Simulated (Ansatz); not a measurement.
**Cs2NaMnSi6, a known structure type with other elements, at an estimated volume**

```
Si Na Mn Cs
1.0
     0.00000    4.62284    4.62284
     4.62284    0.00000    4.62284
     4.62284    4.62284    0.00000
Si Na Mn Cs
6 1 1 2
Cartesian
  1.9878 4.6228 4.6228
  4.6228 1.9878 4.6228
  7.2579 4.6228 4.6228
  4.6228 7.2579 4.6228
  4.6228 4.6228 1.9878
  4.6228 4.6228 7.2579
  4.6228 4.6228 4.6228
  0.0000 0.0000 0.0000
  2.3114 2.3114 2.3114
  6.9343 6.9343 6.9343
```

The numbers come from plane-wave PAW DFT (Ansatz): PBEsol, no spin polarisation, 420 eV, 6×6×6 Γ-centred k points, fermi-dirac occupations (width 0.1 eV). Nothing was relaxed.

Task: Where is the largest force?

Result: The largest is on Si1 (and as large on other atoms): 3.47 eV/Å, components (3.47, 0.00, 0.00). It makes 180° with the line to a nearest neighbour, Mn8 at 1.99 Å, pointing away from it.

Task: Is the cell too large or too small?

Result: The pressure is 20.6 GPa (compression positive), so with the atoms held at these fractions the cell would first expand; the forces are large, so a full relaxation may end otherwise.

Task: Give the Bader charges.

Result: Bader charges in e: Cs +0.41, Na +0.73, Mn -3.76, Si +0.37. In the mean Na gives up most and Mn takes most.

Task: What is the formation energy?

Result: 0.89 eV an atom against the elements' usual phases (free molecules for gases, crystals otherwise, with no correction for O₂ or N₂), so at this geometry it isn't bound against them. Relaxing would lower it.

Task: What happens at the Fermi level?

Result: It is a metal, with about 3.7 states/eV a cell as the mean within 0.25 eV of the Fermi level, mostly Si p (62 %) and Mn d (20 %).

Origin: a known structure type with other elements, at an estimated volume, so it need not be a known compound. Caveats: no spin polarisation, so a magnetic state may lie lower; atoms or cell far from equilibrium.
